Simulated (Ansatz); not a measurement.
An element in the fcc structure gives these cold pressures by all-electron LAPW under PBEsol (Ansatz 0.2.0, scalar-relativistic, no spin polarisation).

| V (Å³/atom) | P (GPa) |
| --- | --- |
| 15.98 | 0.05 |
| 14.38 | 38.9 |
| 12.78 | 102.6 |
| 11.18 | 210.2 |
| 9.59 | 402.9 |
| 7.99 | 780.3 |
| 6.39 | 1626 |

(1) Which element is it?

## Answers

(1) W. Its zero-pressure volume in this structure is near 16.0 Å³/atom; the volume and the steepness of P(V) together point to it, though neighbours can come close. Other candidates weren't computed, and some may come near.
